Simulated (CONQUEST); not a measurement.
Band structure of Y₂H₂C (P-3m1, 10 atoms in the cell; from Materials Project mp-644278, lattice scaled a little).

```
CELL_PARAMETERS angstrom
      3.74986     0.00000     0.00000
      0.00000     6.49495     0.00000
      0.00000     0.00000     6.13499
ATOMIC_POSITIONS crystal
  Y  0.50000 0.16667 0.77531
  Y  0.00000 0.33333 0.22469
  Y  0.00000 0.66667 0.77531
  Y  0.50000 0.83333 0.22469
  H  0.50000 0.16667 0.39028
  H  0.00000 0.33333 0.60972
  H  0.00000 0.66667 0.39028
  H  0.50000 0.83333 0.60972
  C  0.00000 0.00000 0.00000
  C  0.50000 0.50000 0.00000
```

Method: LDA (PW92), numerical atomic orbitals double-zeta with polarisation (the shipped basis), PseudoDojo norm-conserving potentials made for LDA (CONQUEST).

Settings: basis = DZP; Diag.MPMeshX, Y, Z = 5 3 4; potentials = PseudoDojo norm-conserving LDA; Grid.GridCutoff = 175 Ha; DM.SolutionMethod = diagon; Diag.kT = 0.003675 Ha; Diag.GammaCentred = true; minE.SCTolerance = 1.0e-06; SC.MaxIters = 100; SC.LinearMixingFactor = 0.5; SC.KerkerPreCondition = true; SC.KerkerFactor = 0.1 1/bohr; AtomMove.TypeOfRun = static.

The program uses no crystal symmetry, so grid and mesh can part values that symmetry would make equal. The atom-centred basis is finite, which shifts total energies, pressures and forces against plane waves. The structure comes from a collection of computed structures, made at another level of theory; the collection holds predicted forms beside known ones. Its lattice was then scaled. No clean gap shows at this smearing width and mesh (spacing up to 0.34 Å⁻¹); the mesh is coarse for partly filled bands, so the values carry mesh errors.

Points are given in units of this cell's reciprocal vectors. Levels in eV from the Fermi level, bands 25 to 30:
```json
[
 {"point": "Γ (0 0 0)", "25": "-0.55", "26": "-0.55", "27": "-0.55", "28": "-0.08", "29": "0.97", "30": "2.45"},
 {"point": "X (-0.5 0 0)", "25": "-0.94", "26": "-0.94", "27": "-0.71", "28": "-0.71", "29": "0.39", "30": "0.39"},
 {"point": "S (-0.5 0 -0.5)", "25": "-1.03", "26": "-1.03", "27": "-0.78", "28": "-0.78", "29": "1.24", "30": "1.24"},
 {"point": "Y (0 0 -0.5)", "25": "-0.76", "26": "-0.63", "27": "-0.63", "28": "-0.41", "29": "0.70", "30": "2.37"},
 {"point": "Z (0 -0.5 0)", "25": "-0.74", "26": "-0.74", "27": "-0.45", "28": "-0.45", "29": "1.31", "30": "1.31"},
 {"point": "U (-0.5 -0.5 0)", "25": "-0.64", "26": "-0.64", "27": "-0.55", "28": "-0.55", "29": "-0.09", "30": "-0.09"},
 {"point": "R (-0.5 -0.5 -0.5)", "25": "-0.76", "26": "-0.76", "27": "-0.41", "28": "-0.41", "29": "0.70", "30": "0.70"},
 {"point": "T (0 -0.5 -0.5)", "25": "-0.80", "26": "-0.80", "27": "-0.46", "28": "-0.46", "29": "0.93", "30": "0.93"}
]
```

The Fermi level comes from the SCF mesh, which can miss band crossings, so its place against them is uncertain.

Higher empty bands are left out: an atom-centred basis made for the valence describes them poorly.

The labels belong to the zone of the cell as typed, which is larger than the primitive one, so the bands are folded: a gap that looks direct here can be indirect in the primitive zone.
